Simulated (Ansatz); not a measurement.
Y₂Au in space group Pnma (No. 62; Y on 4c, Y on 4c, Au on 4c), plane-wave PAW r²SCAN (Ansatz code), all energies at zero smearing, with the estimated change up to a 700 eV cutoff added, with one set of potentials and settings (totals compare only within such a set). Cell of 12 atoms (8 Y, 4 Au): -83540.522 eV.

```csv
element,reference phase,E (eV/atom)
Y,"P6_3/mmc, 2 atoms in the cell",-3859.7073
Au,"Fm-3m, 1 atoms in the cell",-13163.5078
```

Formation energy per atom, worked out: (-83540.522 − 8×(-3859.7073) − 4×(-13163.5078))/12 = -0.736 eV/atom (-71 kJ per mol of atoms), at 0 K, without zero-point energy or fitted corrections.

The workflow started from a Materials Project entry (that database holds measured and hypothetical structures alike); the Crystallography Open Database files this formula in space group No. 62, but the cells were not matched. Its standing as an ambient phase is unchecked. The r²SCAN relaxation kept the symmetry of its start; whether a distortion lowers the energy is not shown. No spin polarisation was allowed. The references are the lowest solids computed at this level, not always the standard phases. Spin–orbit coupling is left out wherever it is not named.

Potentials: the later of the program's two PAW sets.
